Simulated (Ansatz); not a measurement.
**Na2Pd: zone-centre modes**

Theory: DFT PBE, scalar-relativistic, plane waves, PAW (Ansatz). Plane waves to 420 eV; Γ-centred k mesh 18×18×6; Fermi-Dirac smearing of 0.15 eV. No spin polarisation. Phonons by linear response, acoustic sum rule imposed.

Equilibrium structure at this level:
```
Na Pd
1.0
     3.13481    0.00000    0.00000
    -1.56741    2.71483    0.00000
     0.00000    0.00000    7.94469
Na Pd
2 1
Direct
  0.33333 0.66667 0.28740
  0.66667 0.33333 0.71260
  0.00000 0.00000 0.00000
```

It was reached by relaxing an invented guess, and it needn't be the stable form of this composition. In a metal, frequencies depend on the k mesh and the smearing, soft modes most.

(1) Is this structure stable against zone-centre distortions?

(2) List the optical modes at Γ (i marks imaginary ones).

Answers

(1) Yes, at Γ: no optical mode is imaginary. Strains and other wave vectors aren't tested by this run.

(2)
```csv
frequency (cm⁻¹),degeneracy
75,2
87,2
176,1
177,1
```
